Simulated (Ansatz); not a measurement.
Pb₂Au:
```
Pb2Au
1.0
   -3.62286     3.62286     2.80930
    3.62286    -3.62286     2.80930
    3.62286     3.62286    -2.80930
Pb Au
4 2
Direct
  0.15938   0.65938   0.81875
  0.84062   0.34062   0.18125
  0.34062   0.15938   0.50000
  0.65938   0.84062   0.50000
  0.75000   0.75000   0.00000
  0.25000   0.25000   0.00000
```

Relaxed with LDA. Special points in fractions of this cell's reciprocal vectors: Γ (0.000, 0.000, 0.000); X (0.000, 0.000, 0.500); M (-0.500, 0.500, 0.500); Z (0.400, 0.400, -0.400); Z0 (-0.400, 0.600, 0.400); P (0.250, 0.250, 0.250); N (0.000, 0.500, 0.000).

### Question
List the band energies nearest the Fermi level at these points for LDA in the plane-wave PAW code Ansatz.

### Answer
In eV from the Fermi level; about four levels below and three above (degenerate sets whole), none deeper than 8.9 eV; points with the same levels are listed once.

```tsv
k	below	above
Γ	-1.58 -1.57 -1.57 -1.12	0.04 1.36 1.89
X	-2.12 -2.00 -0.97 -0.53	1.45 2.89 3.48
M	-3.49 -3.49 -1.57 -0.96	1.02 1.47 1.47
Z	-3.63 -3.63 -1.65 -1.33 -0.01	0.04 0.04 2.89
P	-2.41 -2.41 -1.76 -1.76	0.29 0.29 1.18 1.18
N	-3.51 -3.51 -1.35 -1.35	0.32 0.32 1.74 1.74
```

Space group I4/mcm. The first step of the workflow began from a Materials Project structure, measured or hypothetical; the Crystallography Open Database files this formula in space group No. 140, but the cells were not matched. Its standing as an ambient phase is unchecked. Symmetry was held in the LDA relaxation; its stability against distortions is not shown here. Spin–orbit coupling is left out wherever it is not named.

Potentials: the later of the program's two PAW sets.
